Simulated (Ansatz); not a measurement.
HfSiO4 (I4_1/amd) from a database structure, relaxed with r2SCAN in the PAW code Ansatz. Space group I4_1/amd (No. 141), tetragonal; a = 6.582 Å, c = 5.972 Å in the conventional setting, 10.78 Å³ an atom. Hf is surrounded by 8 O at 2.12–2.26 Å; Si is surrounded by 4 O at 1.62 Å; O is surrounded by 1 Si at 1.62 Å and 2 Hf at 2.12–2.26 Å.

The axes x, y and z are those of this cell:
```
Hf Si O
1.0
    -3.29082    3.29082    2.98577
     3.29082   -3.29082    2.98577
     3.29082    3.29082   -2.98577
Hf Si O
2 2 8
Direct
  0.00000 0.00000 0.00000
  0.75000 0.25000 0.50000
  0.25000 0.75000 0.50000
  0.50000 0.50000 0.00000
  0.13525 0.31988 0.81537
  0.06988 0.75451 0.68463
  0.06988 0.38525 0.31537
  0.50451 0.31988 0.18463
  0.68012 0.49549 0.81537
  0.61475 0.93012 0.68463
  0.24549 0.93012 0.31537
  0.68012 0.86475 0.18463
```

Unstrained: PBE gives an indirect gap of 5.428 eV, from Γ to k = (0.188, 0.302, 1/4); the least direct gap is 5.794 eV at Γ–P (0.67 of the way from Γ). The lowest empty level at X lies only 21 meV higher, so the place of the conduction bottom isn't settled. The r2SCAN gap is indirect, 5.997 eV (Γ to k = (0.188, 0.302, 1/4)), below the direct gap of 6.367 eV at Γ–P (0.67 of the way from Γ). The lowest empty level at X lies only 26 meV higher, so the place of the conduction bottom isn't settled. HSE06 gives an indirect gap of 7.244 eV, from Γ–Z (0.11 of the way from Γ) to k = (0.188, 0.302, 1/4); the least direct gap is 7.647 eV at Γ–P (0.67 of the way from Γ). The lowest empty level at X lies only 23 meV higher, so the place of the conduction bottom isn't settled. Meshes: PBE 6×6×6, r2SCAN 6×6×6, HSE06 4×4×4. Strains are changes of length per length. After each strain the atoms were relaxed again with r2SCAN in this cell and within any symmetry left, so distortions that break it or need a larger cell weren't tested; points keep the names that they have in the unstrained zone. Calculated for a static, non-magnetic cell.

(1) Apply isotropic +1.0 % on every length. How far does the gap move, against the unstrained cell?

(2) Apply isotropic -2.0 % on every length. How far does the gap move, against the unstrained cell?

(3) Apply isotropic -3.0 % on every length. How far does the gap move, against the unstrained cell?

(4) Estimate what isotropic +3.0 % on every length does to the gap.

(5) Estimate what isotropic +2.0 % on every length does to the gap.

(6) Apply isotropic -1.0 % on every length. How far does the gap move, against the unstrained cell?

(7) Order the strained cells by their HSE06 gap, smallest first.
A. isotropic +3.0 % on every length
B. isotropic +1.0 % on every length
C. isotropic -2.0 % on every length
D. isotropic -3.0 % on every length
E. isotropic +2.0 % on every length
F. isotropic -1.0 % on every length

## Answers

(1) PBE: the gap goes from 5.428 to 5.267 eV (-0.161 eV). r2SCAN: the gap goes from 5.997 to 5.824 eV (-0.173 eV). HSE06: the gap goes from 7.244 to 7.073 eV (-0.170 eV); the edges go from Γ–Z (0.11) → (0.188, 0.302, 1/4) to Γ → (0.182, 0.307, 0.255). The r2SCAN energy rises by 7.0 meV an atom.

(2) PBE: the gap goes from 5.428 to 5.747 eV (+0.319 eV); the edges go from Γ → (0.188, 0.302, 1/4) to Γ → (1/6, 0.271, 0.281). r2SCAN: the gap goes from 5.997 to 6.338 eV (+0.342 eV); the edges go from Γ → (0.188, 0.302, 1/4) to Γ → (1/6, 0.271, 0.281). HSE06: the gap goes from 7.244 to 7.580 eV (+0.336 eV); the edges go from Γ–Z (0.11) → (0.188, 0.302, 1/4) to Γ → (1/6, 0.271, 0.281). The r2SCAN energy rises by 31.2 meV an atom.

(3) PBE: the gap goes from 5.428 to 5.905 eV (+0.477 eV); the edges go from Γ → (0.188, 0.302, 1/4) to Γ → (0.161, 0.260, 0.286). r2SCAN: the gap goes from 5.997 to 6.508 eV (+0.511 eV); the edges go from Γ → (0.188, 0.302, 1/4) to Γ → (0.161, 0.260, 0.286). HSE06: the gap goes from 7.244 to 7.745 eV (+0.501 eV); the edges go from Γ–Z (0.11) → (0.188, 0.302, 1/4) to Γ → (0.161, 0.260, 0.286). The r2SCAN energy rises by 72.5 meV an atom.

(4) PBE: the gap goes from 5.428 to 4.942 eV (-0.486 eV); the edges go from Γ → (0.188, 0.302, 1/4) to Γ–Z (0.16) → (0.188, 0.312, 1/4). r2SCAN: the gap goes from 5.997 to 5.475 eV (-0.522 eV); the edges go from Γ → (0.188, 0.302, 1/4) to Γ–Z (0.16) → (0.188, 0.312, 1/4). HSE06: the gap goes from 7.244 to 6.726 eV (-0.518 eV). The r2SCAN energy rises by 59.0 meV an atom.

(5) PBE: the gap goes from 5.428 to 5.104 eV (-0.324 eV); the edges go from Γ → (0.188, 0.302, 1/4) to Γ–Z (0.14) → (0.177, 0.302, 0.260). r2SCAN: the gap goes from 5.997 to 5.650 eV (-0.347 eV); the edges go from Γ → (0.188, 0.302, 1/4) to Γ–Z (0.14) → (0.177, 0.302, 0.260). HSE06: the gap goes from 7.244 to 6.900 eV (-0.344 eV). The r2SCAN energy rises by 27.1 meV an atom.

(6) PBE: the gap goes from 5.428 to 5.588 eV (+0.160 eV). r2SCAN: the gap goes from 5.997 to 6.168 eV (+0.172 eV). HSE06: the gap goes from 7.244 to 7.413 eV (+0.169 eV); the edges go from Γ–Z (0.11) → (0.188, 0.302, 1/4) to Γ → (0.177, 0.292, 0.266). The r2SCAN energy rises by 7.5 meV an atom.

(7) A (6.73 eV), E (6.90 eV), B (7.07 eV), F (7.41 eV), C (7.58 eV), D (7.74 eV).

The runs are scalar-relativistic, without spin-orbit coupling.

Where an edge lies off the special points, it is a point of the mesh or the k point where a search put PBE's edge or least direct gap, reused for the other functionals, whose own edges may lie a little apart.

Coordinates of k points refer to the reciprocal vectors of the primitive cell of the runs.

The meshes of the hybrids are coarse, so their gaps aren't converged to the digits shown.
